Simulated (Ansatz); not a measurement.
Input:

ZnS:
```cif
data_S2Zn2
_chemical_formula_sum 'Zn2 S2'
_space_group_name_H-M_alt 'P 1'
_space_group_IT_number 1
_cell_length_a 3.59901
_cell_length_b 3.59901
_cell_length_c 5.90006
_cell_angle_alpha 90.000
_cell_angle_beta 90.000
_cell_angle_gamma 120.000
loop_
_space_group_symop_operation_xyz
  'x, y, z'
loop_
_atom_site_label
_atom_site_type_symbol
_atom_site_fract_x
_atom_site_fract_y
_atom_site_fract_z
_atom_site_occupancy
Zn1 Zn 0.00000 0.00000 0.00000 1
Zn2 Zn 0.00000 0.00000 0.50000 1
S1 S 0.33333 0.66667 0.25000 1
S2 S 0.66667 0.33333 0.75000 1
```

This is the HSE06-relaxed structure.

Task: All from the program Ansatz at the HSE06 level (PAW), unless another level is named. Predict the smallest direct gap on the standard path.

Result: 2.86 eV.

Task: Next, the valence-band maximum?

Result: on the Γ–M line, 36 % of the way from Γ.

Task: What about the conduction-band minimum?

Result: at K (2 equivalent valleys).

Space group P6_3/mmc (NiAs type). The cell is a constructed one: a structure type filled with these elements; neither database checked (COD, Materials Project) lists it. It is not the phase usual at ambient conditions (space group No. 186, 216). The cell was relaxed with HSE06 under the symmetry of its start; its stability against distortions is not shown here. The hybrid was solved on a coarse mesh, the path and, where they were found, the r²SCAN edge points; its band edges are the extreme levels among these.

Potentials: the later of the program's two PAW sets.
